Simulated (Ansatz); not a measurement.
Relaxed-ion elastic tensor of Cu (simple cubic, Pm-3m) in GPa (Voigt order), the program Ansatz at the PBEsol level (PAW); density 8.03 g/cm³, 13.14 Å³ per atom.

```
  338   16.2   16.2    0.0    0.0    0.0
 16.2    338   16.2    0.0    0.0    0.0
 16.2   16.2    338    0.0    0.0    0.0
  0.0    0.0    0.0  -32.5    0.0    0.0
  0.0    0.0    0.0    0.0  -32.5    0.0
  0.0    0.0    0.0    0.0    0.0  -32.5
```

Is the crystal mechanically stable?

No: the smallest eigenvalue of C is -32.5 GPa.

The start of the workflow was typed in or built on a structure type; neither database checked (COD, Materials Project) lists it. It is not the phase usual at ambient conditions (space group No. 225). Symmetry was held in the PBEsol relaxation. At this level the phase is mechanically unstable. No spin polarisation was allowed. As this level gives no gap, shear constants depend on the k-mesh and smearing (Fermi–Dirac, 0.1 eV here).

Potentials: the later of the program's two PAW sets.
